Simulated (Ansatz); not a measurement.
### Question
Each is relaxed and computed with plane-wave PAW r²SCAN (Ansatz code). Which is the only metal?
A. SiB3, Imma (Pearson symbol oI64)
B. AlBO3, R-3c (Al on 6b, B on 6a, O on 18e)
C. B6As, R-3m (B on 18h, B on 18h, As on 6c)
D. AlCo3B, anti-perovskite

### Answer
D, AlCo3B, anti-perovskite. AlCo3B: metal; AlBO3: gap 6.85 eV (indirect); SiB3: gap 1.54 eV (indirect); B6As: gap 2.88 eV (indirect). Spin orders computed, not proven ground states: AlCo3B, anti-perovskite ferromagnetic. Typed or built starts, not in the databases checked: AlCo3B, anti-perovskite. Standing as an ambient phase not checked: AlBO3, R-3c (Al on 6b, B on 6a, O on 18e); SiB3, Imma (Pearson symbol oI64); B6As, R-3m (B on 18h, B on 18h, As on 6c). All cells were relaxed under the symmetry of their starts (and spin orders); stability against distortions was not tested throughout. Scalar-relativistic: spin–orbit coupling is off unless named, which matters more the heavier the elements.

Potentials: the later of the program's two PAW sets.
